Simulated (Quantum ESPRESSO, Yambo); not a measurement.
# RbCl at +1 % isotropic strain: DFT and GW levels

```
CELL_PARAMETERS angstrom
      0.00000     3.30314     3.30314
      3.30314     0.00000     3.30314
      3.30314     3.30314     0.00000
ATOMIC_POSITIONS crystal
  Cl 0.50000 0.50000 0.50000
  Rb 0.00000 0.00000 0.00000
```

The PBEsol cell relaxed from Materials Project entry mp-23295 was given an isotropic strain of +1 % on all lattice vectors, and the atoms were relaxed again.

Starting point: PBEsol (pw.x of Quantum ESPRESSO, ONCV potentials, no spin-orbit coupling). G0W0 in Yambo: 4×4×4 Γ-centred k mesh, 159 bands and a 10 Ry block in the screening, 159 bands in G with the Bruneval-Gonze terminator, plasmon pole fitted at 27.2 eV.

```yaml
PBEsol gap along the band path: 4.81 eV
PBEsol gap between the mesh's edge points (Γ → Γ): 4.81 eV
G0W0 gap between the same points: 7.86 eV
```

| k point | band | E PBEsol (eV) | E QP (eV) | shift (eV) | Z |
|---|---|---|---|---|---|
| Γ | VB | 0.00 | -2.33 | -2.33 | 0.81 |
| Γ | CB | 4.81 | 5.53 | 0.71 | 0.88 |
| L | VB | -0.34 | -2.67 | -2.33 | 0.80 |
| L | CB | 7.56 | 8.34 | 0.78 | 0.88 |
| W | VB | -0.24 | -2.60 | -2.35 | 0.81 |
| W | CB | 7.54 | 8.50 | 0.96 | 0.87 |

Energies count from the PBEsol valence-band maximum.

Convergence of the G0W0 settings was not tested.
